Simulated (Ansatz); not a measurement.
**ZnPtC6N6: gradients before and after relaxing the atoms**

Start: a COD entry.

```cif
data_ZnPtC6N6
_symmetry_space_group_name_H-M 'Fm-3m'
_symmetry_Int_Tables_number 225
_cell_length_a 10.5104
_cell_length_b 10.5104
_cell_length_c 10.5104
_cell_angle_alpha 90.000
_cell_angle_beta 90.000
_cell_angle_gamma 90.000
loop_
_atom_site_label
_atom_site_type_symbol
_atom_site_symmetry_multiplicity
_atom_site_Wyckoff_symbol
_atom_site_fract_x
_atom_site_fract_y
_atom_site_fract_z
Zn Zn 4 b 0.5000 0.5000 0.5000
Pt Pt 4 a 0.0000 0.0000 0.0000
C C 24 e 0.5000 0.5000 0.1930
N N 24 e 0.5000 0.5000 0.2969
```

One atom of each set is listed; the run and its k-mesh use a cell of 14 atoms with edges of 7.43, 7.43, 7.43 Å.

All values are calculated (Ansatz; DFT, PBE, plane waves and PAW, scalar-relativistic, 420 eV cutoff, Γ-centred 6×6×6 k-points, Fermi–Dirac smearing 0.05 eV), not measured.

The largest force at the start is 9.7 eV/Å. Relaxing the ions at fixed cell moves them by 0.035 Å at most (atom 12, N) and 0.030 Å rms. End positions:

Zn (0.5000, 0.5000, 0.5000)
Pt (0.0000, 0.0000, 0.0000)
C (0.5000, 0.5000, 0.1903)
N (0.5000, 0.5000, 0.3003)

```
site  moved (Å)                         first shell before                          first shell after  V_zz before (10²¹ V/m²)  η before
   C      0.028  1 N at 1.09 Å, 1 Pt at 2.03 Å, angle 180°  1 N at 1.16 Å, 1 Pt at 2.00 Å, angle 180°                    -4.00      0.00
   N      0.035  1 C at 1.09 Å, 1 Zn at 2.13 Å, angle 180°  1 C at 1.16 Å, 1 Zn at 2.10 Å, angle 180°                    -7.06      0.00
```

**Question.** How do the gradients change?

**Answer.** 

| site | V_zz after | η after | change of V_zz |
| --- | --- | --- | --- |
| C | -3.78 | 0.00 | +0.22 |
| N | -5.83 | 0.00 | +1.23 |

The largest change of V_zz is on N, from -7.06 to -5.83. In per cent, |V_zz| changes by -5 on C, -17 on N (all sites that start above 0.5). Sites without a gradient aren't listed. Forces this large mark an entry whose positions are poorly determined or wrongly transcribed.

Without spin–orbit coupling the gradients at and beside Pt can be off by some per cent, at some sites by more. The database entry as given showed forces above 3 eV/Å or a pressure above 30 GPa, though relaxing it moves no atom far.
